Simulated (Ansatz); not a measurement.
LaTe2 in space group P4/nmm (No. 129; Te on 2a, Te on 2c, La on 2c), plane-wave PAW PBEsol (Ansatz code), all energies at zero smearing, with the estimated change up to a 700 eV cutoff added, with one set of potentials and settings (totals compare only within such a set). Cell of 6 atoms (4 Te, 2 La): -39937.117 eV.

| element | reference phase | E (eV/atom) |
|---|---|---|
| Te | P3_121, 3 atoms in the cell | -6901.5142 |
| La | P6_3/mmc, 4 atoms in the cell | -6161.2767 |

Formation energy per atom, worked out: (-39937.117 − 4×(-6901.5142) − 2×(-6161.2767))/6 = -1.418 eV/atom (-137 kJ per mol of atoms), at 0 K, without zero-point energy or fitted corrections.

The workflow started from an entry of the Crystallography Open Database (COD), which files this formula under 2 space groups. Its standing as an ambient phase is unchecked. The PBEsol relaxation kept the symmetry of its start; its stability against distortions is not shown here. The references are the lowest solids computed at this level, not always the standard phases. Scalar-relativistic: spin–orbit coupling is off unless named, which matters more the heavier the elements.

Potentials: the later of the program's two PAW sets.
